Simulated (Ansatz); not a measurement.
### Question
HfO2 (fluorite, Fm-3m) is relaxed with PBE (plane waves, PAW; program Ansatz). What lattice parameters of the conventional cell result?

### Answer
a = 5.098 Å.

### Question
Is it a metal or does it have a gap at this level?

### Answer
A gap of 3.75 eV, direct.

This is a known high-temperature phase of the composition, computed here at zero pressure and temperature. The cell was relaxed with PBE under the symmetry of its start; whether a distortion lowers the energy is not shown. No spin polarisation was allowed. Scalar-relativistic: spin–orbit coupling is off unless named, which matters more the heavier the elements.

Potentials: the earlier of the program's two PAW sets.
